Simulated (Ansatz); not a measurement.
Rb₂ScInCl₆:
```cif
data_Cl24In4Rb8Sc4
_chemical_formula_sum 'Rb8 Sc4 In4 Cl24'
_space_group_name_H-M_alt 'Fm-3m'
_space_group_IT_number 225
_space_group_name_Hall '-F 4 2 3'
_cell_length_a 10.93183
_cell_length_b 10.93183
_cell_length_c 10.93183
_cell_angle_alpha 90.000
_cell_angle_beta 90.000
_cell_angle_gamma 90.000
loop_
_atom_site_label
_atom_site_type_symbol
_atom_site_symmetry_multiplicity
_atom_site_Wyckoff_symbol
_atom_site_fract_x
_atom_site_fract_y
_atom_site_fract_z
_atom_site_occupancy
Rb1 Rb 8 c 0.25000 0.25000 0.25000 1
Sc1 Sc 4 a 0.00000 0.00000 0.00000 1
In1 In 4 b 0.50000 0.50000 0.50000 1
Cl1 Cl 24 e 0.00000 0.00000 0.22732 1
```
(The calculation used a cell of 10 atoms; values per cell refer to that cell.)

Relaxed with r²SCAN. Independent-particle spectrum: no excitons, no local fields, no scissors shift; 0.1 eV broadening; ε₁ of the summed bands alone.

Question: Tabulate the dielectric function from plane-wave PAW r²SCAN (Ansatz code).

Answer: 

| E (eV) | ε₁ xx | ε₂ xx |
|---|---|---|
| 0.0 | 3.35 | 0.00 |
| 0.4 | 3.36 | 0.00 |
| 0.8 | 3.40 | 0.00 |
| 1.2 | 3.45 | 0.00 |
| 1.6 | 3.54 | 0.00 |
| 2.0 | 3.68 | 0.00 |
| 2.4 | 3.90 | 0.00 |
| 2.8 | 4.31 | 0.13 |
| 3.2 | 4.81 | 0.04 |
| 3.6 | 7.51 | 2.56 |
| 4.0 | 2.44 | 4.40 |
| 4.4 | 2.37 | 1.55 |
| 4.8 | 3.54 | 0.81 |
| 5.2 | 3.08 | 5.03 |
| 5.6 | 0.93 | 2.03 |
| 6.0 | 2.08 | 1.39 |
| 6.4 | 2.11 | 1.53 |
| 6.8 | 2.87 | 1.44 |
| 7.2 | 1.75 | 3.06 |
| 7.6 | 1.66 | 1.59 |
| 8.0 | 2.66 | 1.50 |
| 8.4 | 2.11 | 2.41 |
| 8.8 | 1.93 | 2.05 |
| 9.2 | 2.53 | 2.44 |
| 9.6 | 0.90 | 3.14 |
| 10.0 | 0.78 | 1.80 |
| 10.4 | 1.29 | 1.53 |
| 10.8 | 1.61 | 1.81 |
| 11.2 | 0.97 | 2.17 |
| 11.6 | 1.06 | 1.75 |
| 12.0 | 1.10 | 2.05 |

Question: From ε at 3.6 eV (xx: 7.51 + 2.56i), find n, k, the normal reflectivity and the absorption coefficient.

Answer: n = 2.78, k = 0.461, R = 23 %, α = 2kE/ħc = 170000 cm⁻¹.

With all bands, ε∞ without local fields is 3.40.

The workflow started from a Materials Project entry (that database holds measured and hypothetical structures alike); the Crystallography Open Database copy checked does not list it. Its standing as an ambient phase is unchecked. The cell was relaxed with r²SCAN under the symmetry of its start; its stability against distortions is not shown here. No spin polarisation was allowed. Spin–orbit coupling is left out wherever it is not named.

Potentials: the later of the program's two PAW sets.
